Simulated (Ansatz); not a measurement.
CdS:
```cif
data_Cd4S4
_chemical_formula_sum 'Cd4 S4'
_space_group_name_H-M_alt 'P 1'
_space_group_IT_number 1
_cell_length_a 4.15997
_cell_length_b 4.15997
_cell_length_c 13.55379
_cell_angle_alpha 90.000
_cell_angle_beta 90.000
_cell_angle_gamma 120.000
loop_
_space_group_symop_operation_xyz
  'x, y, z'
loop_
_atom_site_label
_atom_site_type_symbol
_atom_site_fract_x
_atom_site_fract_y
_atom_site_fract_z
_atom_site_occupancy
Cd1 Cd 0.00000 0.00000 0.00051 1
Cd2 Cd 0.00000 0.00000 0.50051 1
Cd3 Cd 0.66667 0.33333 0.75028 1
Cd4 Cd 0.33333 0.66667 0.25028 1
S1 S 0.00000 0.00000 0.81251 1
S2 S 0.00000 0.00000 0.31251 1
S3 S 0.66667 0.33333 0.56234 1
S4 S 0.33333 0.66667 0.06234 1
```

Relaxed with r²SCAN.

Give the optical modes at the zone centre with their infrared and Raman activity from DFPT, plane-wave PAW r²SCAN (Ansatz code).

Transverse frequencies, without the LO–TO term; a row sums one degenerate level.

```
ω (cm⁻¹)  degeneracy  IR ((D/Å)²/amu)  Raman (Å⁴/amu)  activity  symmetry
--------  ----------  ---------------  --------------  --------  --------
33                 2             0.00               0    silent        E2
34                 2             0.00             1.0     Raman        E2
42                 2             0.00               0    silent        E1
98                 1             0.00               0    silent        B1
98                 1             0.00               0    silent        B1
135                1             0.00            0.12     Raman        A1
226                1            17.97              33  IR+Raman        A1
230                2            34.81              22  IR+Raman        E1
237                2             0.00              33     Raman        E2
240                2             0.00             1.2     Raman        E2
246                2             0.01               0    silent        E1
293                1             0.00               0    silent        B1
294                1             0.00               0    silent        B1
296                1             0.00             1.6     Raman        A1
```

How high does the top mode go among those that the LO–TO term moves?

294 cm⁻¹ for q along x, 294 cm⁻¹ for q along y, 292 cm⁻¹ for q along z.

Space group P6_3mc. The cell is a constructed one: a structure type filled with these elements. Its sites differ from those of the usual phase in this space group: another stacking or structure type. Symmetry was held in the r²SCAN relaxation; its stability against distortions is not shown here.

Potentials: the later of the program's two PAW sets.
